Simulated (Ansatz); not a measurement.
Relaxed CdSe (wurtzite):

```xyz
4
Lattice="4.3827 0.0000 0.0000 -2.1914 3.7955 0.0000 0.0000 0.0000 7.1545" Properties=species:S:1:pos:R:3 pbc="T T T"
Cd     2.1914     1.2652     0.0034
Cd     0.0000     2.5304     3.5806
Se     2.1914     1.2652     4.4696
Se     0.0000     2.5304     0.8924
```

All values below come from PBE (plane waves to 420 eV, PAW, scalar-relativistic; Ansatz, a program for electronic structure). k mesh 7×7×4 (Γ-centred), Fermi-Dirac smearing 0.05 eV. CdSe was relaxed with its symmetry unable to fall.

One atom of the cell was then moved (with its periodic images), all else fixed, and the forces (eV/Å) came out as:

| atom | Fx | Fy | Fz |
|---|---|---|---|
| Cd1 | -7.375 | -3.794 | -1.802 |
| Cd2 | -0.080 | -0.086 | -0.332 |
| Se3 | -0.203 | -0.130 | -0.819 |
| Se4 | 7.658 | 4.010 | 2.954 |

Which atom was moved, and by which vector (Å)?

Se4, by (-0.37, -0.37, -0.37), 0.64 Å in all.

(For displaced atoms, the force is minus the slope of the energy, and its curvature is a force constant, which sets phonon frequencies.)
